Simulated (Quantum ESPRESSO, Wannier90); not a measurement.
## Wannier functions of AlSb (zinc blende)

Cell from Materials Project (mp-2624), symmetrised, no further relaxation. COD (Crystallography Open Database) has an entry of this formula and space group (matched by these alone). Computed values, not measurements, from PBE: Quantum ESPRESSO (norm-conserving PseudoDojo potentials, cutoff 64 Ry, no spin polarisation, no spin-orbit coupling) on a Γ-centred 8×8×8 mesh, then Wannier90. Density: 8×8×8 mesh, cold smearing 0.01 Ry. Spin-orbit coupling is left out although heavy elements are present.

On the energy scale of pw.x, whose zero is arbitrary, the valence-band maximum lies at 6.21 eV.

Input w.win:

```
num_bands = 15
num_wann = 8
exclude_bands = 1-5
num_iter = 800
conv_tol = 1.0e-6
conv_window = 4
dis_num_iter = 1000
dis_conv_tol = 1.0e-6
dis_froz_max = 8.95
num_cg_steps = 20
write_hr = true
write_u_matrices = true
begin projections
f=0.00456,0.00701,0.00211: s;p
f=0.25994,0.23776,0.25341: s;p
end projections
begin unit_cell_cart
ang
    0.0000000000    3.0925200000    3.0925200000
    3.0925200000    0.0000000000    3.0925200000
    3.0925200000    3.0925200000    0.0000000000
end unit_cell_cart
begin atoms_frac
Al   0.0000000000  0.0000000000  0.0000000000
Sb   0.2500000000  0.2500000000  0.2500000000
end atoms_frac
mp_grid = 8 8 8
begin kpoints
0.0000000000 0.0000000000 0.0000000000
0.0000000000 0.0000000000 0.1250000000
0.0000000000 0.0000000000 0.2500000000
... (509 more lines: the 8x8x8 mesh through Gamma)
end kpoints
```

Input of pw2wannier90.x that gives the overlap and projection files (equivalent; here they were cut from one run over all bands):

```
&inputpp
  outdir = './out'
  prefix = 'pwscf'
  seedname = 'w'
  write_amn = .true.
  write_mmn = .true.
/
```

Output w.wout (banner and timings cut):

```
                                    ------
                                    SYSTEM
                                    ------

                              Lattice Vectors (Ang)
                    a_1     0.000000   3.092520   3.092520
                    a_2     3.092520   0.000000   3.092520
                    a_3     3.092520   3.092520   0.000000

                   Unit Cell Volume:      59.15174  (Ang^3)

                        Reciprocal-Space Vectors (Ang^-1)
                    b_1    -1.015868   1.015868   1.015868
                    b_2     1.015868  -1.015868   1.015868
                    b_3     1.015868   1.015868  -1.015868

 *----------------------------------------------------------------------------*
 |   Site       Fractional Coordinate          Cartesian Coordinate (Ang)     |
 +----------------------------------------------------------------------------+
 | al   1   0.00000   0.00000   0.00000   |    0.00000   0.00000   0.00000    |
 | sb   1   0.25000   0.25000   0.25000   |    1.54626   1.54626   1.54626    |
 *----------------------------------------------------------------------------*
                                ------------
                                K-POINT GRID
                                ------------

             Grid size =  8 x  8 x  8      Total points =  512

 *---------------------------------- MAIN ------------------------------------*
 |  Number of Wannier Functions               :                 8             |
 |  Number of Objective Wannier Functions     :                 8             |
 |  Number of input Bloch states              :                15             |
 |  Output verbosity (1=low, 5=high)          :                 1             |
 |  Timing Level (1=low, 5=high)              :                 1             |
 |  Optimisation (0=memory, 3=speed)          :                 3             |
 |  Length Unit                               :               Ang             |
 |  Post-processing setup (write *.nnkp)      :                 F             |
 |  Using Gamma-only branch of algorithms     :                 F             |
 *----------------------------------------------------------------------------*
 *------------------------------- WANNIERISE ---------------------------------*
 |  Total number of iterations                :               800             |
 |  Number of CG steps before reset           :                20             |
 |  Trial step length for line search         :             2.000             |
 |  Convergence tolerence                     :         0.100E-05             |
 |  Convergence window                        :                 4             |
 |  Iterations between writing output         :                 1             |
 |  Iterations between backing up to disk     :               100             |
 |  Write r^2_nm to file                      :                 F             |
 |  Write xyz WF centres to file              :                 F             |
 |  Write on-site energies <0n|H|0n> to file  :                 F             |
 |  Use guiding centre to control phases      :                 F             |
 |  Use phases for initial projections        :                 F             |
 *----------------------------------------------------------------------------*
 *------------------------------- DISENTANGLE --------------------------------*
 |  Using band disentanglement                :                 T             |
 |  Total number of iterations                :              1000             |
 |  Mixing ratio                              :             0.500             |
 |  Convergence tolerence                     :         1.000E-06             |
 |  Convergence window                        :                 3             |
 *----------------------------------------------------------------------------*
 *-------------------------------- PLOTTING ----------------------------------*
 |  Plotting Hamiltonian in WF basis          :                 T             |
 *----------------------------------------------------------------------------*

 *---------------------------------- K-MESH ----------------------------------*
 +----------------------------------------------------------------------------+
 |                    Distance to Nearest-Neighbour Shells                    |
 |                    ------------------------------------                    |
 |          Shell             Distance (Ang^-1)          Multiplicity         |
 |          -----             -----------------          ------------         |
 |             1                   0.219942                      8            |
 |             2                   0.253967                      6            |
 |             3                   0.359164                     12            |
 |             4                   0.421157                     24            |
 |             5                   0.439884                      8            |
 |             6                   0.507934                      6            |
 |             7                   0.553508                     24            |
 |             8                   0.567888                     24            |
       ... (lines left out)
 +----------------------------------------------------------------------------+
 | The b-vectors are chosen automatically                                     |
 | The following shells are used:                       1                     |
 +----------------------------------------------------------------------------+
 |                        Shell   # Nearest-Neighbours                        |
 |                        -----   --------------------                        |
 |                          1               8                                 |
 +----------------------------------------------------------------------------+
 | Completeness relation is fully satisfied [Eq. (B1), PRB 56, 12847 (1997)]  |
 +----------------------------------------------------------------------------+
 |                  b_k Vectors (Ang^-1) and Weights (Ang^2)                  |
 |                  ----------------------------------------                  |
 |            No.         b_k(x)      b_k(y)      b_k(z)        w_b           |
 |            ---        --------------------------------     --------        |
 |             1         0.126984    0.126984   -0.126984     7.752027        |
 |             2         0.126984   -0.126984    0.126984     7.752027        |
 |             3        -0.126984    0.126984    0.126984     7.752027        |
 |             4         0.126984    0.126984    0.126984     7.752027        |
 |             5        -0.126984   -0.126984    0.126984     7.752027        |
 |             6        -0.126984    0.126984   -0.126984     7.752027        |
 |             7         0.126984   -0.126984   -0.126984     7.752027        |
 |             8        -0.126984   -0.126984   -0.126984     7.752027        |
 +----------------------------------------------------------------------------+
 |                           b_k Directions (Ang^-1)                          |
 |                           -----------------------                          |
 |            No.           x           y           z                         |
 |            ---        --------------------------------                     |
 |             1         0.126984    0.126984   -0.126984                     |
 |             2         0.126984   -0.126984    0.126984                     |
 |             3        -0.126984    0.126984    0.126984                     |
 |             4         0.126984    0.126984    0.126984                     |
 +----------------------------------------------------------------------------+

 Starting a new Wannier90 calculation ...

 Reading overlaps from w.mmn

 Reading projections from w.amn

 *------------------------------- DISENTANGLE --------------------------------*
 +----------------------------------------------------------------------------+
 |                              Energy  Windows                               |
 |                              ---------------                               |
 |                   Outer:   -4.39714  to   22.02635  (eV)                   |
 |                   Inner:   -4.39714  to    8.95000  (eV)                   |
 +----------------------------------------------------------------------------+
   Number of target bands to extract:    8

                   Unitarised projection of Wannier functions
                   ------------------------------------------
   A_mn = <psi_m|g_n> --> S = A.A^+ --> U = S^-1/2.A
   In dis_project... done
   Using an inner window (linner = T)
   In dis_proj_froz... done

                   Extraction of optimally-connected subspace
                   ------------------------------------------
 +---------------------------------------------------------------------+<-- DIS
 |  Iter     Omega_I(i-1)      Omega_I(i)      Delta (frac.)           |<-- DIS
 +---------------------------------------------------------------------+<-- DIS
       1      24.77981319      20.69068685       1.976E-01    <-- DIS
       2      21.15922683      19.58213098       8.054E-02    <-- DIS
       3      20.04836270      18.82771943       6.483E-02    <-- DIS
       4      19.18190760      18.27041669       4.989E-02    <-- DIS
       5      18.52276700      17.84604514       3.792E-02    <-- DIS
       6      18.02047376      17.51587022       2.881E-02    <-- DIS
       ... (lines left out)
     101      15.51502119      15.51417281       5.468E-05    <-- DIS
       ... (lines left out)
     201      15.50791764      15.50788905       1.844E-06    <-- DIS
       ... (lines left out)
     223      15.50787451      15.50785914       9.915E-07    <-- DIS
     224      15.50787334      15.50785838       9.645E-07    <-- DIS
     225      15.50787221      15.50785766       9.382E-07    <-- DIS

             <<<      Delta < 1.000E-06  over  3 iterations     >>>
             <<< Disentanglement convergence criteria satisfied >>>

        Final Omega_I    15.50785766 (Ang^2)

 +----------------------------------------------------------------------------+

 Writing checkpoint file w.chk... done

 *------------------------------- WANNIERISE ---------------------------------*
 +--------------------------------------------------------------------+<-- CONV
 | Iter  Delta Spread     RMS Gradient      Spread (Ang^2)            |<-- CONV
 +--------------------------------------------------------------------+<-- CONV

 ------------------------------------------------------------------------------
 Initial State
  WF centre and spread    1  (  0.030085,  0.016849,  0.035866 )     2.76800023
  WF centre and spread    2  (  0.003323,  0.003486, -0.031833 )     3.25358868
  WF centre and spread    3  ( -0.025966,  0.003784,  0.004356 )     3.25675194
  WF centre and spread    4  (  0.002955, -0.016907,  0.004346 )     3.25523838
  WF centre and spread    5  (  1.516713,  1.583025,  1.535053 )     2.05148199
  WF centre and spread    6  (  1.544294,  1.546219,  1.554315 )     3.10799979
  WF centre and spread    7  (  1.572963,  1.546206,  1.544659 )     3.10453835
  WF centre and spread    8  (  1.544001,  1.508009,  1.544233 )     3.10919134
  Sum of centres and spreads (  6.188368,  6.190671,  6.190995 )    23.90679070

      0     0.239E+02     0.0000000000       23.9067906975  <-- CONV
        O_D=      0.0695190 O_OD=      8.3294140 O_TOT=     23.9067907 <-- SPRD
 ------------------------------------------------------------------------------
      1    -0.222E+00     0.3046545840       23.6844549457  <-- CONV
        O_D=      0.0718451 O_OD=      8.1047522 O_TOT=     23.6844549 <-- SPRD
      2    -0.249E+00     0.3053748493       23.4356659620  <-- CONV
        O_D=      0.0801656 O_OD=      7.8476427 O_TOT=     23.4356660 <-- SPRD
      3    -0.161E+00     0.3165536948       23.2751540088  <-- CONV
        O_D=      0.0835606 O_OD=      7.6837357 O_TOT=     23.2751540 <-- SPRD
      4    -0.777E-01     0.2106753962       23.1974721163  <-- CONV
        O_D=      0.0834520 O_OD=      7.6061624 O_TOT=     23.1974721 <-- SPRD
      5    -0.384E-01     0.1582503982       23.1590469559  <-- CONV
        O_D=      0.0838532 O_OD=      7.5673361 O_TOT=     23.1590470 <-- SPRD
       ... (lines left out)
    100    -0.272E-01     0.1125840917       17.7800359182  <-- CONV
        O_D=      0.0812451 O_OD=      2.1909332 O_TOT=     17.7800359 <-- SPRD
       ... (lines left out)
    161    -0.827E-06     0.0006450810       17.5408268265  <-- CONV
        O_D=      0.0853855 O_OD=      1.9475836 O_TOT=     17.5408268 <-- SPRD
    162    -0.664E-06     0.0005918245       17.5408261625  <-- CONV
        O_D=      0.0853856 O_OD=      1.9475829 O_TOT=     17.5408262 <-- SPRD
    163    -0.516E-06     0.0005340891       17.5408256461  <-- CONV
        O_D=      0.0853853 O_OD=      1.9475826 O_TOT=     17.5408256 <-- SPRD
             <<<     Delta < 1.000E-06  over  4 iterations     >>>
             <<< Wannierisation convergence criteria satisfied >>>
 Final State
  WF centre and spread    1  (  0.560076, -0.559652,  0.560251 )     2.22975492
  WF centre and spread    2  (  0.560347,  0.560298, -0.559072 )     2.22882983
  WF centre and spread    3  ( -0.559416,  0.560364,  0.560055 )     2.22917140
  WF centre and spread    4  ( -0.559767, -0.559916, -0.559307 )     2.22960836
  WF centre and spread    5  (  1.127543,  1.965643,  1.127297 )     2.15652496
  WF centre and spread    6  (  1.965120,  1.965682,  1.966095 )     2.15580992
  WF centre and spread    7  (  1.965993,  1.127389,  1.127526 )     2.15548621
  WF centre and spread    8  (  1.127093,  1.126901,  1.965066 )     2.15564005
  Sum of centres and spreads (  6.186989,  6.186711,  6.187912 )    17.54082565

         Spreads (Ang^2)       Omega I      =    15.507857661
        ================       Omega D      =     0.085385339
                               Omega OD     =     1.947582646
    Final Spread (Ang^2)       Omega Total  =    17.540825646
```
